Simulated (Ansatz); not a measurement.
Relaxed-ion elastic tensor of Cr₃GeN (anti-perovskite, space group No. 221) in GPa (Voigt order), DFT-PBEsol in the program Ansatz with PAW potentials; density 7.50 g/cm³, 10.74 Å³ per atom.

```
 542   129   129   0.0   0.0   0.0
 129   542   129   0.0   0.0   0.0
 129   129   542   0.0   0.0   0.0
 0.0   0.0   0.0  74.6   0.0   0.0
 0.0   0.0   0.0   0.0  74.6   0.0
 0.0   0.0   0.0   0.0   0.0  74.6
```

**Question.** Is the crystal mechanically stable?

**Answer.** Yes: the smallest eigenvalue of C is 74.6 GPa.

**Question.** Work out the Voigt, Reuss and Hill averages.

**Answer.** K_V = 266, K_R = 266, K_H = 266; G_V = 127, G_R = 100, G_H = 114 GPa.

**Question.** Give Young's modulus, Poisson's ratio, Pugh's ratio and the universal anisotropy index.

**Answer.** E = 9KG/(3K + G) = 299 GPa; ν = 0.31; K/G = 2.34 (ductile by the Pugh limit of 1.75); A_U = 5G_V/G_R + K_V/K_R − 6 = 1.35.

**Question.** Estimate the sound speeds and the Debye temperature.

**Answer.** v_l = √((K + 4G/3)/ρ) = 7470 m/s, v_t = √(G/ρ) = 3890 m/s, mean 4360 m/s; Θ = (h/k)(3n/4πV)^(1/3) v_m = 588 K.

**Question.** Give the Zener ratio and Young's modulus along [100], [110] and [111].

**Answer.** A = 2C44/(C11 − C12) = 0.36; 1/E = S11 − 2(S11 − S12 − S44/2)Γ with Γ = 0, 1/4, 1/3 gives 492, 240, 205 GPa.

**Question.** Solve the Christoffel equation for the three sound speeds along [100], [110], [111].

**Answer.** Eigenvalues of C_ijkl n_j n_l equal ρv². In km/s, slowest first: [100] 3.15, 3.15, 8.50; [110] 3.15, 5.25, 7.39; [111] 4.65, 4.65, 6.98.

Space group Pm-3m (anti-perovskite). A made-up cell: these elements were put on the sites of a structure type; neither database checked (COD, Materials Project) lists it. COD files the formula under space group No. 113. Whether it is the stable phase at ambient conditions was not checked. The cell was relaxed with PBEsol under the symmetry of its start. At this level the phase is dynamically unstable (imaginary phonons). The workflow began spin-polarised and lost its moments. As this level gives no gap, shear constants depend on the k-mesh and smearing (Fermi–Dirac, 0.1 eV here). On the denser mesh and wider smearing of the elastic run this cell carries a stress of 0.4 GPa.

Potentials: the earlier of the program's two PAW sets. The files were generated under PBE; for other functionals the program regenerates the frozen cores, and for LDA and PBEsol the local potential too.
